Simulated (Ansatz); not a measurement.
Property card for ScAl3N4

ScAl$_{3}$N$_{4}$:
```yaml
crystal:
  lattice:
    - [3.43598, 0.00000, 0.00000]
    - [-1.71799, 2.97564, 0.00000]
    - [0.00000, 0.00000, 8.38174]
  atoms:
    - { symbol: Al, position: [0.00000, 0.00000, 0.76119] }
    - { symbol: Al, position: [0.33333, 0.66667, 0.00000] }
    - { symbol: N, position: [0.00000, 0.00000, 0.00000] }
    - { symbol: N, position: [0.33333, 0.66667, 0.23660] }
    - { symbol: Al, position: [0.00000, 0.00000, 0.23881] }
    - { symbol: Sc, position: [0.33333, 0.66667, 0.50000] }
    - { symbol: N, position: [0.00000, 0.00000, 0.50000] }
    - { symbol: N, position: [0.33333, 0.66667, 0.76340] }
```

Space group P-6m2 (No. 187); conventional cell a = 3.4360 Å, b = 3.4360 Å, c = 8.3817 Å, α = 90.00°, β = 90.00°, γ = 120.00°.

Method: r²SCAN (plane waves, PAW; program Ansatz). The cell and atoms are relaxed at this level. Other levels are named where they apply.

Cell and energy:

- Volume per atom: 10.71 Å³
- Density: 3.53 g/cm³
- Formation energy from the elements (no fitted shifts): -1.54 eV/atom

Electronic structure:

* **Band gap**: 3.07 eV (indirect)
* **Valence-band maximum**: at Γ
* **Conduction-band minimum**: at H (4 equivalent valleys)
* **Smallest direct gap on the standard path**: 3.42 eV
* **Hole effective mass**: 0.26, 0.92, 0.92 mₑ (principal values)
* **HSE06 gap on the r²SCAN cell**: 3.93 eV

Mechanics:

Bulk modulus (Birch–Murnaghan fit): 202 GPa
Pressure derivative B′: 4.1
Elastic constants (relaxed ions, GPa): C11 = 302, C12 = 180, C13 = 131, C33 = 337, C44 = 190
Mechanical stability: stable (all eigenvalues of C positive)
Hill bulk and shear moduli: 203 and 108 GPa
Young's modulus: 275 GPa
Poisson's ratio: 0.27
Debye temperature from the elastic constants: 832 K
Piezoelectric stress constants (proper, relaxed ions, C/m²): e16 = e21 = 0.15, e22 = -0.15

Charges:

- Bader charges = Al +2.49 to +2.51, N -2.50 to -2.02, Sc +1.87 e

The start of the workflow was typed in or built on a structure type; neither database checked (COD, Materials Project) lists it. Its standing as an ambient phase is unchecked. Symmetry was held in the r²SCAN relaxation; its stability against distortions is not shown here. The run is not spin-polarised. Signs of piezoelectric constants follow the polarity of the cell as given. The references are the lowest solids computed at this level, not always the standard phases (solids in place of the gases).

Potentials: the earlier of the program's two PAW sets.
